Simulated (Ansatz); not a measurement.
Relaxation of a generated cell, V built in the bcc structure type; 1 atom in the cell, which starts as Im-3m (No. 229), cI2; a = b = c = 3.0200 Å, α = β = γ = 90.00°. All values below come from r2SCAN (plane waves to 500 eV, PAW, scalar-relativistic; Ansatz, a first-principles code). Γ-centred k-mesh 15×15×15 on the run's cell (coarser than for final values), Fermi–Dirac smearing 0.05 eV. This is the first round of the run. Spin-polarised start, with parallel moments on V.

The optimiser's lines from the output (shortened; P is positive under compression):

```
relax step   1: F+E_penalty+E_count = -2917.04746715 eV  Δ(F+E_penalty+E_count) = +0.000e0 eV  max|allowed force component| = 0.000e0 eV/Å  Δτ_max = 0.0000 Å  P = -6.539 GPa  Ω = 13.772 Å³  (27 SCF iters, dr2 threshold 1.00e-7 eV, accepted)
relax step   2: F+E_penalty+E_count = -2917.05779935 eV  Δ(F+E_penalty+E_count) = -1.033e-2 eV  max|allowed force component| = 0.000e0 eV/Å  Δτ_max = 0.0000 Å  P = +1.190 GPa  Ω = 13.195 Å³  (14 SCF iters, dr2 threshold 1.00e-7 eV, accepted)
relax step   3: F+E_penalty+E_count = -2917.05806322 eV  Δ(F+E_penalty+E_count) = -2.639e-4 eV  max|allowed force component| = 0.000e0 eV/Å  Δτ_max = 0.0000 Å  P = -0.060 GPa  Ω = 13.281 Å³  (15 SCF iters, dr2 threshold 1.00e-7 eV, accepted)
relax step   4: F+E_penalty+E_count = -2917.05806576 eV  Δ(F+E_penalty+E_count) = -2.534e-6 eV  max|allowed force component| = 0.000e0 eV/Å  Δτ_max = 0.0000 Å  P = -0.000 GPa  Ω = 13.277 Å³  (10 SCF iters, dr2 threshold 9.03e-9 eV, accepted)
relax step   5: F+E_penalty+E_count = -2917.05786953 eV  Δ(F+E_penalty+E_count) = +1.962e-4 eV  max|allowed force component| = 0.000e0 eV/Å  Δτ_max = 0.0000 Å  P = -0.005 GPa  Ω = 13.277 Å³  stress off target by 4.59e-3 GPa  SCF on the basis re-selected at this cell (its energy is not comparable with the rows above)  (12 SCF iters)
```

From the first to the last row the energy changes by -0.01 eV/atom and the volume by -3.6 %. The last row is marked as not comparable with the walk above it, whose basis was carried along; it does compare with step 1, since both stand on a basis selected at the nominal cutoff for their own cell.

Later rounds, restarted from the end of this one on a renewed k-mesh, logged 3 more steps and released under 0.01 eV/atom more. The final structure after all rounds: Im-3m (No. 229), cI2, bcc (W type); a = 2.9848 Å, b = 2.9848 Å, c = 2.9848 Å, α = 90.00°, β = 90.00°, γ = 90.00°. Between re-selections the logged energies stand on a plane-wave basis carried along with the cell. No spin polarisation in the result: the starting moments vanished.

The run could not lose the symmetry of its start.
